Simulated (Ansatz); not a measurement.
SF6 on a (111) slab of HfO₂ (Fm-3m (No. 225)), 9 planes, outer planes O (top) and O (bottom), 1 a cell of 44.6 Å², relaxed and still whole (its atoms last):

```xyz
43
Lattice="7.1741 0.0000 0.0000 -3.5871 6.2130 0.0000 0.0000 0.0000 28.4821" Properties=species:S:1:pos:R:3 pbc="T T T"
O     1.7935    3.1065    8.0000
O     3.5871    0.0000    8.0000
O    -1.7935    3.1065    8.0000
O     0.0000    0.0000    8.0000
Hf    1.7935    1.0355    8.7322
Hf    0.0000    4.1420    8.7322
Hf    5.3806    1.0355    8.7322
Hf    3.5871    4.1420    8.7322
O     3.5871    2.0710    9.4644
O     1.7935    5.1775    9.4644
O     0.0000    2.0710    9.4644
O    -1.7935    5.1775    9.4644
O     3.5871    4.1420   10.9288
O     5.3806    1.0355   10.9288
O     0.0000    4.1420   10.9288
O     1.7935    1.0355   10.9288
Hf    3.5874    2.0713   11.6555
Hf    1.7939    5.1777   11.6554
Hf   -0.0003    2.0709   11.6528
Hf   -1.7944    5.1770   11.6525
O    -1.7980    3.1038   12.4016
O    -0.0046   -0.0025   12.4015
O     1.7983    3.1095   12.3922
O     3.5910    0.0023   12.3956
O    -1.7857    5.1822   13.8046
O     0.0108    2.0773   13.8024
O     1.7842    5.1707   13.8179
O     3.5760    2.0666   13.8176
Hf   -1.7898    3.1070   14.5502
Hf    0.0027    0.0032   14.5501
Hf    1.7916    3.1058   14.5415
Hf    3.5805   -0.0034   14.5438
O    -0.0106    4.1346   15.3479
O     1.7814    1.0301   15.3475
O     3.5958    4.1471   15.3405
O     5.3926    1.0432   15.3261
S     4.4433    0.4329   19.0197
F     5.3867    0.8755   20.2275
F     3.4946   -0.0111   17.8094
F     4.6730    1.8469   18.3222
F     4.2072   -0.9814   19.7172
F     3.1759    1.0200   19.7904
F     5.7067   -0.1598   18.2493
```

Theory: DFT PBE+D3(BJ), scalar-relativistic, plane waves, PAW in Ansatz. Cutoff 420 eV; k points 3×3×1 on the computed 43-atom cell (Γ-centred); Gaussian smearing, width 0.05 eV; no spin polarisation. The cell repeats along c with a dipole correction in the vacuum.

It binds with 0.24 eV a molecule against the clean slab and the free molecule (no zero-point or thermal terms); its shortest contact is F–O 3.17 Å. Take first-order desorption with no barrier to adsorption, no reaction on the face and an assumed prefactor of 10^13 s⁻¹.

(1) How long does a molecule stay at 473 K?

(2) Where does its peak lie in a desorption experiment heated at 1 K/s?

(3) Is this physisorption or chemisorption?

Results:

(1) τ = ν⁻¹·exp(E/k_BT) with k_BT = 0.0408 eV: E/k_BT = 5.9, so τ ≈ 4×10^-11 s. At about one hit a site a second (10⁻⁶ mbar) the coverage is near τ × 1 s⁻¹, so a layer needs more than atmospheric pressure.

(2) The peak obeys E/(k_B·T_p²) = (ν/β)·exp(−E/k_BT_p). Solving gives T_p ≈ 90 K (E/k_BT_p = 31.0). An error of 0.1 eV in E moves it by about 37 K, and larger molecules have larger prefactors, which lowers it.

(3) The tightest contact, F–Hf 3.27 Å, is 1.41 times the sum of covalent radii, and deformation and lateral interaction add up to -0.01 eV; under 0.01 e cross the plane between them. This is physisorption.

The reference crystal is the fluorite-type form of HfO2, which isn't its usual structure.